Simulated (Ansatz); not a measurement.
Data:

RhPb in space group P6/mmm (No. 191; Rh on 3f, Pb on 2d, Pb on 1a), a = 5.6621 Å, b = 5.6621 Å, c = 4.4438 Å, α = 90.00°, β = 90.00°, γ = 120.00°.

This is the PBEsol-relaxed structure.

Q: All from the program Ansatz at the PBEsol level (PAW), unless another level is named. Predict the density of states at the Fermi level.

A: 0.35 states/eV per atom (mean over ±0.08 eV).

Q: What about the formation energy from the elements (no fitted shifts)?

A: -6.8 kJ/mol of atoms.

The first step of the workflow began from a Materials Project structure, measured or hypothetical; the Crystallography Open Database files this formula in space group No. 191, but the cells were not matched. Its standing as an ambient phase is unchecked. The PBEsol relaxation kept the symmetry of its start. At this level the phase is dynamically unstable (imaginary phonons). No spin polarisation was allowed. Axis ratios of metals converge slowly with the k-mesh, so a and c are less sure than the volume. The references are the lowest solids computed at this level, not always the standard phases. Scalar-relativistic: spin–orbit coupling is off unless named, which matters more the heavier the elements.

Potentials: the later of the program's two PAW sets.
